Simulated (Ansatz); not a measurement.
A crystal relaxed with r2SCAN in the plane-wave code Ansatz has space group P3m1 (No. 156) and a = 2.941 Å, c = 7.180 Å.

```json
{"atom": "B", "site": "1a", "x": "0.0000", "y": "0.0000", "z": "0.0125"}
{"atom": "Xx", "site": "1c", "x": "0.6667", "y": "0.3333", "z": "0.6766"}
{"atom": "Xx", "site": "1b", "x": "0.3333", "y": "0.6667", "z": "0.3197"}
{"atom": "N", "site": "1c", "x": "0.6667", "y": "0.3333", "z": "0.9382"}
{"atom": "N", "site": "1b", "x": "0.3333", "y": "0.6667", "z": "0.5790"}
{"atom": "N", "site": "1a", "x": "0.0000", "y": "0.0000", "z": "0.2239"}
```

With r2SCAN the valence top lies at Γ and the conduction bottom at M, 3.67 eV higher; the smallest vertical gap, at M, is 4.72 eV. HSE06 gives an indirect gap of 4.30 eV, from Γ to M; the least direct gap is 5.42 eV at M. With PBE the valence top lies at Γ and the conduction bottom at M, 3.13 eV higher; the smallest vertical gap, at M, is 4.12 eV. Meshes: r2SCAN 12×12×4, HSE06 6×6×2, PBE 12×12×4. r2SCAN's ε∞ is 4.6 along x and y, 4.3 along z.

Problem. Which element is Xx?
A. Ga
B. In
C. Tl
D. Al

Solution. D. Xx is Al: an ordered 6-atom cell of Al2BN3 on the zincblende lattice (P3m1). B is surrounded by 4 N at 1.52–1.78 Å; Al is surrounded by 4 N at 1.84–1.88 Å; Al is surrounded by 4 N at 1.83–1.86 Å; N is surrounded by 3 B at 1.78 Å and 1 Al at 1.88 Å; N is surrounded by 4 Al at 1.84–1.86 Å; N is surrounded by 1 B at 1.52 Å and 3 Al at 1.83 Å.

The cell comes from a prototype generator: it can be a known phase or a hypothetical one. Spin polarisation is off.

The meshes of the hybrids are coarse, so their gaps aren't converged to the digits shown.
